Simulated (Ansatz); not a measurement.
Hf3NbO2: computed properties

Level of theory: DFT PBE, scalar-relativistic, plane waves, PAW in Ansatz.

Cutoff 420 eV; k points 6×6×14 on the computed 6-atom cell (Γ-centred); Gaussian smearing, width 0.10 eV; no spin polarisation.

The structure is relaxed at this level of theory with its symmetry kept, and needn't be the ground state of this composition.

```cif
data_structure
_symmetry_space_group_name_H-M 'P6/mmm'
_symmetry_Int_Tables_number 191
_cell_length_a 6.2542
_cell_length_b 6.2542
_cell_length_c 2.7525
_cell_angle_alpha 90.000
_cell_angle_beta 90.000
_cell_angle_gamma 120.000
_cell_volume 93.24
loop_
_atom_site_label
_atom_site_type_symbol
_atom_site_symmetry_multiplicity
_atom_site_Wyckoff_symbol
_atom_site_fract_x
_atom_site_fract_y
_atom_site_fract_z
_atom_site_occupancy
Hf1 Hf 3 f 0.50000 0.00000 0.00000 1
Nb1 Nb 1 b 0.00000 0.00000 0.50000 1
O1 O 2 d 0.33333 0.66667 0.50000 1
```

- Space group: P6/mmm (No. 191)
- Volume per atom: 104.9 bohr³
- Formation energy from the elements' standard states (uncorrected): -1.173 eV/atom
- Kohn–Sham band gap: none (metal)
- Density of states at the Fermi level: 5.0 states/eV per cell
- Orbital (Löwdin) character within 0.5 eV of the Fermi level: Hf 5d 55 %, Nb 4d 28 %, unprojected 4 %
- Bader charge by site (e): Hf (3 in the cell) 1.04, Nb (1 in the cell) -0.24, O (2 in the cell) -1.44

Spin-orbit coupling is left out, which matters for the bands of heavy elements. Spin polarisation was left out, and a magnetic state may lie lower.

Another cell of Hf3NbO2 relaxed alike, in P-3m1, lies 228 meV/atom lower, so this cell isn't the stable form at this level.

The cell was found from a structure generator's guess, not taken from experiment. Löwdin shares on free-atom orbitals overweight diffuse shells.
